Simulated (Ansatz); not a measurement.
## Structures of TiSi2: which is lowest?

Plane-wave DFT in Ansatz with scalar-relativistic PAW potentials, cutoff 500 eV, Γ-centred meshes chosen by cell and gap, Gaussian smearing with energies taken to zero width. Every cell was relaxed (cell and atoms) in a run of its own, within the symmetry of its start. Functional: r2SCAN.

Relaxed structures (starts from databases or built by putting these elements on another compound's sites):
A. Fddd, 6 atoms in the computed cell, a = 4.781 Å, b = 8.232 Å, c = 8.516 Å; sites (symmetry × multiplicity) Ti 222 × 8, Si .2. × 16; start: database
B. Fd-3m, 6 atoms in the computed cell, a = 6.866 Å; sites (symmetry × multiplicity) Ti -43m × 8, Si .-3m × 16; start: built
C. Cmcm, 6 atoms in the computed cell, a = 3.528 Å, b = 13.511 Å, c = 3.565 Å; sites (symmetry × multiplicity) Ti m2m × 4, Si m2m × 4 + m2m × 4; start: database
D. Immm, 3 atoms in the computed cell, a = 2.946 Å, b = 3.392 Å, c = 8.365 Å; sites (symmetry × multiplicity) Ti mmm × 2, Si mm2 × 4; start: database

Problem. Rank them by energy. Could pressure change the order?

Solution.
| structure | group | E − E(lowest) (meV/atom) | V (Å³/atom) | gap on mesh (eV) |
| --- | --- | --- | --- | --- |
| C | Cmcm | 0.0 | 14.16 | 0.00 |
| A | Fddd | 23.7 | 13.96 | 0.00 |
| D | Immm | 201 | 13.93 | 0.00 |
| B | Fd-3m | 435 | 13.48 | 0.00 |

C is lowest, 24 meV/atom under A. B is denser by 0.68 Å³/atom, so pressure favours it: ΔE/ΔV, with ΔE in eV and 1 eV/Å³ = 160.2 GPa, gives about 103 GPa for equal enthalpy if both cells were rigid; at such pressures compression changes ΔV much, so this is a scale only. Other structures may lie lower than all of these, and vibrations aren't counted.